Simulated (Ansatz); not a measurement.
Generalised stacking fault of NaCl (rock salt) on the {110} plane. The cell below holds the perfect crystal with the plane normal along z; tilting its third vector by the shift puts one fault into each cell, between planes 1.98 Å apart, at fixed cell height.

```
CELL_PARAMETERS angstrom
      3.96526     0.00000     0.00000
      0.00000     5.60772     0.00000
      1.98263     2.80386     5.94789
ATOMIC_POSITIONS crystal
  Cl 0.00000 0.00000 0.83333
  Cl 0.33333 0.33333 0.16667
  Cl 0.66667 0.66667 0.50000
  Na 0.00000 0.50000 0.83333
  Na 0.33333 0.83333 0.16667
  Na 0.66667 0.16667 0.50000
```

In-plane vectors a = (3.965, 0.000) Å, b = (0.000, 5.608) Å, area 22.24 Å². The shift is x·a + y·b, and the map repeats with period 1 in x and y. The shift is rigid: no atom relaxes. γ = [E(shift) − E(0)] / area.

All values below come from r2SCAN (plane waves to 500 eV, PAW, scalar-relativistic; Ansatz, a first-principles code). k mesh 7×7×7 (Γ-centred), Fermi-Dirac smearing 0.05 eV. E is the zero-smearing estimate. Points where atoms come too close for the PAW data are left out (x in tables, blank in figures). Faults lie only 5.9 Å apart, and holding the cell height and the atoms raises γ above its relaxed value. NaCl was relaxed with its symmetry unable to fall. The zero of γ is zero shift.

γ (mJ/m²), with x across and y down:

| y \ x | 0.000 | 0.167 | 0.333 | 0.500 | 0.667 | 0.833 |
|---|---|---|---|---|---|---|
| 0.000 | 0 | 310 | 1410 | x | 1410 | 310 |
| 0.167 | 362 | 580 | 1236 | 1699 | 1236 | 580 |
| 0.333 | 1474 | 1935 | x | x | x | 1935 |
| 0.500 | 2282 | x | x | x | x | x |
| 0.667 | 1474 | 1935 | x | x | x | 1935 |
| 0.833 | 362 | 580 | 1236 | 1699 | 1236 | 580 |

Where does the grid have local minima besides zero shift?

No grid point is one.

Stepping between nearest grid points (4 neighbours each), what is the highest γ met on the easiest way from zero shift to the shift a?

1.70 J/m².

(The slope of γ gives the shear force per area between the displaced halves; near zero shift its curvature is an elastic stiffness.)
